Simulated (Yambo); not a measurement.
G0W0@LDA for CaC₂ (space group C2/c, No. 15) in Yambo. Reference settings: 4×4×2 Γ-centred k mesh, 140 bands and a 7 Ry block in the screening, 140 bands in G with the Bruneval-Gonze terminator, plasmon pole fitted at 27.2 eV. The LDA gap (0.25, -0.25, 0) → (-0.5, -0.5, 0) on this mesh is 1.86 eV; G0W0 gaps are taken between the same points.

| change from the reference | G0W0 gap (0.25, -0.25, 0) → (-0.5, -0.5, 0) (eV) | shift of the valence edge (eV) |
|---|---|---|
| reference settings | 3.85 | -0.86 |
| 36 bands in W, 36 bands in G, no terminator | 4.05 | 0.04 |
| 4×4×1 mesh | 3.85 | -0.83 |
| 36 bands in W, 36 bands in G, 3 Ry block, no terminator | 3.98 | 0.01 |
| 3 Ry block, no terminator | … | -0.51 |
| 36 bands in W, 36 bands in G, 6 Ry block | 4.16 | -0.43 |
| 36 bands in W, 36 bands in G, 2 Ry block | 3.98 | -0.35 |
| 54 bands in W, 54 bands in G | … | -0.57 |

Question: Estimate the withheld gaps from the other rows; the computed values follow.

Answer: 
- 3 Ry block, no terminator, G0W0 gap (0.25, -0.25, 0) → (-0.5, -0.5, 0) (eV): 3.57
- 54 bands in W, 54 bands in G, G0W0 gap (0.25, -0.25, 0) → (-0.5, -0.5, 0) (eV): 3.91

The reference isn't shown to be the converged limit.

Geometry of the Materials Project entry, not relaxed at this level; primitive cell a = 3.8997 Å, b = 3.8997 Å, c = 7.3841 Å, α = 104.58°, β = 104.58°, γ = 64.51°.

The structure is a Materials Project entry; no match was found in the copy of COD used, and its stability was not checked.

A shift is the quasiparticle energy of the state minus its LDA energy.
